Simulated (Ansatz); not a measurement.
HfBN:
```yaml
crystal:
  lattice:
    - [3.19281, 0.00000, 0.00000]
    - [-1.59641, 2.76506, 0.00000]
    - [0.00000, 0.00000, 6.84795]
  atoms:
    - { symbol: Hf, position: [0.00000, 0.00000, 0.00000] }
    - { symbol: B, position: [0.33333, 0.66667, 0.25000] }
    - { symbol: N, position: [0.66667, 0.33333, 0.25000] }
    - { symbol: Hf, position: [0.00000, 0.00000, 0.50000] }
    - { symbol: N, position: [0.33333, 0.66667, 0.75000] }
    - { symbol: B, position: [0.66667, 0.33333, 0.75000] }
```

Relaxed with PBE.

### Question
Which orbitals make up the states near the Fermi level in PBE (plane waves, PAW; program Ansatz)?

### Answer
Within 0.5 eV of the Fermi level: Hf 5d 39 %, N 2p 22 %, B 2p 17 %, B 2s 9 %, N 2s 8 %. Projections are on Löwdin-orthogonalised atomic valence shells; empty p or d shells of many metals are not among them.

### Question
Tabulate the density of states.

### Answer
States/eV per cell of 6 atoms, in 0.25 eV bins, energy from the Fermi level.

| E (eV) | total | Hf 5d | N 2p | B 2p |
|---|---|---|---|---|
| -7.85 | 2.07 | 0.19 | 1.07 | 0.59 |
| -7.60 | 2.96 | 0.36 | 1.52 | 0.79 |
| -7.35 | 2.95 | 0.39 | 1.55 | 0.75 |
| -7.10 | 2.18 | 0.26 | 1.18 | 0.53 |
| -6.85 | 2.31 | 0.26 | 1.31 | 0.56 |
| -6.60 | 2.77 | 0.36 | 1.61 | 0.60 |
| -6.35 | 3.08 | 0.48 | 1.85 | 0.56 |
| -6.10 | 3.72 | 0.61 | 2.33 | 0.59 |
| -5.85 | 5.29 | 1.02 | 3.42 | 0.63 |
| -5.60 | 2.72 | 0.42 | 1.85 | 0.33 |
| -5.35 | 0.71 | 0.05 | 0.50 | 0.12 |
| -5.10 | 0.01 | 0.00 | 0.01 | 0.00 |
| -4.85 | 0.00 | 0.00 | 0.00 | 0.00 |
| -4.60 | 0.18 | 0.09 | 0.01 | 0.07 |
| -4.35 | 0.43 | 0.22 | 0.04 | 0.17 |
| -4.10 | 0.79 | 0.40 | 0.06 | 0.30 |
| -3.85 | 1.61 | 0.89 | 0.11 | 0.54 |
| -3.60 | 2.40 | 1.33 | 0.15 | 0.82 |
| -3.35 | 2.00 | 1.14 | 0.16 | 0.58 |
| -3.10 | 1.84 | 1.08 | 0.17 | 0.46 |
| -2.85 | 1.80 | 1.10 | 0.19 | 0.37 |
| -2.60 | 1.46 | 0.89 | 0.18 | 0.28 |
| -2.35 | 1.17 | 0.70 | 0.16 | 0.20 |
| -2.10 | 1.03 | 0.58 | 0.14 | 0.15 |
| -1.85 | 1.16 | 0.51 | 0.14 | 0.14 |
| -1.60 | 1.11 | 0.38 | 0.14 | 0.14 |
| -1.35 | 1.88 | 0.72 | 0.32 | 0.28 |
| -1.10 | 2.60 | 0.83 | 0.39 | 0.61 |
| -0.85 | 3.15 | 1.11 | 0.52 | 0.73 |
| -0.60 | 2.73 | 0.95 | 0.51 | 0.58 |
| -0.35 | 2.52 | 0.90 | 0.52 | 0.50 |
| -0.10 | 2.36 | 0.89 | 0.52 | 0.41 |
| 0.15 | 2.15 | 0.88 | 0.49 | 0.32 |
| 0.40 | 2.03 | 0.86 | 0.46 | 0.29 |
| 0.65 | 1.62 | 0.78 | 0.30 | 0.25 |
| 0.90 | 1.39 | 0.69 | 0.16 | 0.25 |
| 1.15 | 1.58 | 0.81 | 0.16 | 0.27 |
| 1.40 | 2.14 | 1.10 | 0.19 | 0.33 |
| 1.65 | 2.66 | 1.45 | 0.22 | 0.40 |
| 1.90 | 2.95 | 1.69 | 0.26 | 0.44 |
| 2.15 | 3.21 | 1.90 | 0.27 | 0.51 |
| 2.40 | 3.77 | 2.43 | 0.33 | 0.55 |
| 2.65 | 4.24 | 2.94 | 0.47 | 0.49 |
| 2.90 | 4.45 | 3.06 | 0.62 | 0.47 |
| 3.15 | 4.82 | 3.20 | 0.85 | 0.48 |
| 3.40 | 5.01 | 3.18 | 0.96 | 0.55 |

Space group P6_3/mmc. The start of the workflow was typed in or built on a structure type; neither database checked (COD, Materials Project) lists it. Whether it is the stable phase at ambient conditions was not checked. The PBE relaxation kept the symmetry of its start; whether a distortion lowers the energy is not shown. The run is not spin-polarised. The volume moved by 23 % from the start of the relaxation. Its formation energy is positive at this level, so the cell may be metastable or incomplete. Scalar-relativistic: spin–orbit coupling is off unless named, which matters more the heavier the elements.

Potentials: the earlier of the program's two PAW sets.
